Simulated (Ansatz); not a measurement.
# GdCd2 (P6/mmm): free moments

Theory: Ansatz, DFT, PBEsol, all-electron LAPW, scalar-relativistic.

Command: `ansatz run input.yaml --threads 2 --pin off --max-ram 6144MiB --backend cpu --events-out ev --progress --plain --runs-dir out`

```yaml
crystal:
  lattice:
    - [4.9646396048, 0.0, 0.0]
    - [-2.4823198024, 4.2995040184, 0.0]
    - [0.0, 0.0, 3.4808024]
  atoms:
    - { symbol: Gd, position: [0.0, 0.0, 0.0], spin: 7.0 }
    - { symbol: Cd, position: [0.6666666667, 0.3333333333, 0.5] }
    - { symbol: Cd, position: [0.3333333333, 0.6666666667, 0.5] }
magnetization:
  spin_polarized: true
kpoints:
  mp_grid: { grid: [8, 8, 10] }
scf:
  occupations: { method: fermi_dirac, width: 0.03 }
hamiltonian:
  xc: pbesol
  pseudopotentials: { kind: all_electron, lapw: { basis_error: 0.001 } }
output:
  forces: true
  stress: true
  eigenvalues: false
  populations: true
```

The program prints:

```
settings of this run that can trade accuracy for cost: output.eigenvalues: false. Do not mix this run's numbers with those of runs without the same settings; the input reference describes each key
Gd: projections on atomic orbitals take those of the free atom 1s2 2s2 2p6 3s2 3p6 3d10 4s2 4p6 4d10 4f7 5s2 5p6 5d1 6s2, of charge +0.00 (hamiltonian.pseudopotentials.projection_atoms)
Cd: projections on atomic orbitals take those of the free atom 1s2 2s2 2p6 3s2 3p6 3d10 4s2 4p6 4d10 5s2, of charge +0.00 (hamiltonian.pseudopotentials.projection_atoms)
LAPW: plane waves up to 8.020 Å⁻¹, error target 1.0e-3 eV per atom; small_component_spin mean_spin; Cd in spheres of 1.433 Å, 20 of its electrons in bands, Dirac shells []; Gd in spheres of 1.494 Å, 34 of its electrons in bands, Dirac shells [] (how accurate: hamiltonian.pseudopotentials.lapw.basis_error, Limitations)
Engine: ansatz 0.2.0
Pseudopotentials: kind: all_electron
Pseudopotential: Gd, LAPW, valence charge 34, lapw/all_electron/scalar/gaussian/Gd, Koelling and Harmon's equation, gaussian nucleus
Pseudopotential: Cd, LAPW, valence charge 20, lapw/all_electron/scalar/gaussian/Cd, Koelling and Harmon's equation, gaussian nucleus
Functional definition: PBEsol
  exchange = pbesol_x
  correlation = pbesol_c
Crystal: 3 atoms, lattice volume = 74.299 Å³
Basis set: ecut = 245.05786354416853 eV, 657 PW (Γ), exchange–correlation at level 2
Bands: 49, of which v1, the nominal top of the filled ones, is band 37 counted from 1 (36 counted from 0)
Symmetry: 24 space group operations
Space group: P6/mmm (ITA 191), of the structure as read, at distance tolerance 4.2e-5 Å
Magnetic group: BNS 191.233 (UNI 1463), of the structure as read, at distance tolerance 4.2e-5 Å
k-points: 60 of 640
Non-local potential: Gd, projectors of the file, none
Non-local potential: Cd, projectors of the file, none
Initial density: superposition of atomic densities (chi_scale 0.1, normalization cell)
Starting moments: Σ|m| = 7 μB on 1 of 3 sites
Initial wavefunctions: plane waves of lowest kinetic energy (no species holds an atomic orbital)
Functional: x = pbesol(κ = 0.804, μ = 0.12345679012345678), c = pbesol(β = 0.046)
iter 1 solved again at ethr=9.79e-4 eV; its pass at ethr=1.00e-1 eV (dr2=7.25e-1 eV) is discarded
SCF iter   1: F=—  HF=-610920.651653 eV  |F-HF|=—  |Δ(HF+E_count)|=         —  Δρ=1.22e-2 (↑1.22e-2 ↓9.35e-3)  dr2=7.25e-1  dr2_m=9.09e-3  M=7.350 μB ∫|m|=7.355 μB  β_m=0.30  ethr=9.79e-4  ⟨swp⟩=2.0  Hψ=36725  notcnv=0
Mixer restart at iter 1: flushing history
preconditioner: auto → Kerker (q_TF=auto, 2.726 Å⁻¹)  [metal: Δε(μ)=0.017 eV  Ē_g=11.517 eV  σ=0.030 eV  W_gap=0.14  n_scr=26 (ndim 8)  ℏωp=27.2 eV  f_vac=0.000  D(μ)=2.50/eV (n_scr^D=20)]
[...]
the basis was enlarged: its passes take 156.9 KiB over the memory plan, 2 of 2 planned eigensolver slots
[...]
SCF iter   8: F=—  HF=-610920.278907 eV  |F-HF|=—  |Δ(HF+E_count)|=   2.34e-4  Δρ=6.77e-5 (↑6.16e-5 ↓6.77e-5)  dr2=1.23e-5  dr2_m=1.36e-6  M=7.406 μB ∫|m|=7.417 μB  β_m=0.93  ethr=1.46e-7  ⟨swp⟩=2.0  Hψ=16854  notcnv=0
SCF iter   9: F=—  HF=-610920.278941 eV  |F-HF|=—  |Δ(HF+E_count)|=   3.43e-5  Δρ=1.58e-5 (↑1.45e-5 ↓1.58e-5)  dr2=7.35e-7  dr2_m=2.81e-9  M=7.400 μB ∫|m|=7.412 μB  β_m=0.89  ethr=1.66e-8  ⟨swp⟩=2.6  Hψ=17011  notcnv=0
SCF iter  10: F=—  HF=-610920.278941 eV  |F-HF|=—  |Δ(HF+E_count)|=   4.99e-7  Δρ=8.26e-6 (↑7.90e-6 ↓8.26e-6)  dr2=2.10e-7  dr2_m=2.73e-9  M=7.400 μB ∫|m|=7.412 μB  β_m=0.95  ethr=9.93e-10  ⟨swp⟩=2.1  Hψ=16859  notcnv=0
SCF iter  11: F=—  HF=-610920.278941 eV  |F-HF|=—  |Δ(HF+E_count)|=   4.27e-8  Δρ=4.23e-6 (↑4.05e-6 ↓4.23e-6)  dr2=3.56e-8  dr2_m=6.21e-9  M=7.400 μB ∫|m|=7.412 μB  β_m=0.97  ethr=2.83e-10  ⟨swp⟩=2.3  Hψ=16883  notcnv=0
SCF iter  12: F=-610920.278941 eV  HF=-610920.278941 eV  |F-HF|=1.02e-8  |Δ(HF+E_count)|=  3.49e-10  Δρ=1.21e-6 (↑9.64e-7 ↓1.21e-6)  dr2=9.16e-9  dr2_m=8.50e-11  M=7.400 μB ∫|m|=7.412 μB  ethr=4.81e-11  ⟨swp⟩=2.9  Hψ=17097  notcnv=0
SCF 1 converged in 12 iterations: F = -610920.278941 eV  dr2 = 9.16e-9
SCF converged after 12 iterations
Magnetization: 7.4001 μB (40.7001 up, 33.2999 down)
Absolute magnetization: 7.4120 μB (∫|ρ↑−ρ↓|)
Spin contamination: 0.0221 ħ² per cell (⟨S²⟩ above its minimum at these occupations)
Per-site moments (μB) at R_I (Å): [(7.114844867120787, 1.493874659702285), (0.013014740012039283, 1.4331679847759886), (0.013014740012039283, 1.4331679847759886)]
Free energy (F): -610920.278941 eV
Harris-Foulkes:  -610920.278941 eV  (|F-HF|=1.02e-8)
Internal energy: -610920.271712 eV  (E = F + TS)
E sigma→0 (E₀):  -610920.275326 eV
Entropy (-TS):   -0.007229 eV (-2.410 meV/atom)
Fermi energy:    15.221409 eV
--- Per-component energies (eV) ---
  E_band       = -3501.190338
  E_kinetic    = 652010.445106
  E_xc         = -14976.058447
  E_electrostatic = -1247954.658371  (all electrons and nuclei)
  E_smearing   = -0.007229  (= −TS)
  E_closure    = 0.000000  (closes the sum)
  E_atoms      = -610902.349556  (free atoms, spherical and without spin; not in F)
  Σ components = -610920.278941   (vs F -610920.278941, Δ=0.00e0)
  Basis errors (estimates in eV, not in F): energy 3.4e-4 per atom: plane waves 3.1e-4 (1.7e-4 summed), levels above the bands 6.5e-90, relativity 8.5e-8, radial functions 2.8e-5, core shells 8.6e-7; eigenvalues (radial functions only) 1.7e-5; not estimated: angular momenta, meshes, grids; target (lapw.basis_error) 1.0e-3; muffin-tin radii Cd 1.433 Å, Gd 1.494 Å
--- Forces (eV/Å), atoms counted from 1 ---
  atom   1  Gd    -0.00000000    -0.00000000     0.00000000
  atom   2  Cd    -0.00000000     0.00000000     0.00000000
  atom   3  Cd    -0.00000000    -0.00000000     0.00000000
  max |Σ_I F_I| component: 1.85e-17 eV/Å
--- Stress (GPa, compression-positive) ---
       -2.537387       0.000000       0.000000
        0.000000      -2.537387       0.000000
        0.000000       0.000000      -2.393155
  P = ⅓ Tr σ = -2.4893 GPa (-24.893 kbar)
--- Löwdin populations: 3 sites ---
  site symbol       q [e]    m [muB]
     0     Gd     64.7651     7.3806
     1     Cd     47.1478    -0.0150
     2     Cd     47.1478    -0.0150
  spilling = 0.005871 (of n_electrons = 160.000000)
settings of this run that can trade accuracy for cost: output.eigenvalues: false. Do not mix this run's numbers with those of runs without the same settings; the input reference describes each key
```

populations.tsv:

```
# site	symbol	l	j	q_up	q_dn
# orbitals = lowdin
# n_electrons = 160.000000
# spilling = 0.005871
# projection_atom_Gd: 1s2 2s2 2p6 3s2 3p6 3d10 4s2 4p6 4d10 4f7 5s2 5p6 5d1 6s2
# projection_atom_Cd: 1s2 2s2 2p6 3s2 3p6 3d10 4s2 4p6 4d10 5s2
0	Gd	0_1S	-	1.000000	1.000000
0	Gd	0_2S	-	0.999996	0.999996
0	Gd	0_3S	-	0.999949	0.999944
0	Gd	0_4S	-	0.999451	0.999400
0	Gd	0_5S	-	0.990567	0.991146
0	Gd	0_6S	-	0.519693	0.485049
0	Gd	1_2P	-	3.000000	3.000000
0	Gd	1_3P	-	2.999998	2.999999
0	Gd	1_4P	-	2.999964	2.999956
0	Gd	1_5P	-	2.995113	2.989069
0	Gd	2_3D	-	4.999997	4.999999
0	Gd	2_4D	-	4.999983	4.999938
0	Gd	2_5D	-	1.572406	1.078015
0	Gd	3_4F	-	6.995776	0.149737
1	Cd	0_1S	-	0.999999	0.999999
1	Cd	0_2S	-	0.999971	0.999969
1	Cd	0_3S	-	0.999538	0.999518
1	Cd	0_4S	-	0.993340	0.993067
1	Cd	0_5S	-	0.602700	0.621006
1	Cd	1_2P	-	3.000000	3.000000
1	Cd	1_3P	-	2.999990	2.999988
1	Cd	1_4P	-	2.998914	2.998647
1	Cd	2_3D	-	4.999998	4.999998
1	Cd	2_4D	-	4.971929	4.969212
2	Cd	0_1S	-	0.999999	0.999999
2	Cd	0_2S	-	0.999971	0.999969
2	Cd	0_3S	-	0.999538	0.999518
2	Cd	0_4S	-	0.993340	0.993067
2	Cd	0_5S	-	0.602700	0.621006
2	Cd	1_2P	-	3.000000	3.000000
2	Cd	1_3P	-	2.999990	2.999988
2	Cd	1_4P	-	2.998914	2.998647
2	Cd	2_3D	-	4.999998	4.999998
2	Cd	2_4D	-	4.971929	4.969212
```

Site moments (μB): Gd1 7.11, Cd2 0.01, Cd3 0.01. Cell moment 7.40 μB.

The magnetic group in the log treats spin as a scalar label, without spin–orbit coupling.

Without U a semilocal functional puts the f levels too near the Fermi level, which can change moments and the order of magnetic states; site and cell moments are spin moments. Spin–orbit coupling is left out although heavy atoms are present. With open f shells a run can end in a state that isn't the lowest. None of this fixes the real material's magnetic order: only patterns that fit the cell were computed, without spin fluctuations and on one mesh and smearing, with a functional that can overstate moments.

It took 48 s on 2 threads of Intel(R) Xeon(R) Platinum 8375C CPU @ 2.90GHz (Ice Lake), on a shared host, peak memory 0.89 GiB.
